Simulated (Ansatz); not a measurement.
Here is the system:

C (fcc (Cu type), Fm-3m), a = 3.087 Å, b = 3.087 Å, c = 3.087 Å, α = 90.00°, β = 90.00°, γ = 90.00°; the cell used has 1 atom.

This is the PBE-relaxed structure.

Q: All from PBE (plane waves, PAW; program Ansatz), unless another level is named. Estimate the electronic character.

A: metallic (no gap).

Q: What about the density of states at the Fermi level?

A: 0.38 states/eV per atom (mean over ±0.08 eV).

A made-up cell: these elements were put on the sites of a structure type; neither database checked (COD, Materials Project) lists it. It is not the phase usual at ambient conditions (space group No. 194, 227). The cell was relaxed with PBE under the symmetry of its start; whether a distortion lowers the energy is not shown.

Potentials: the later of the program's two PAW sets.
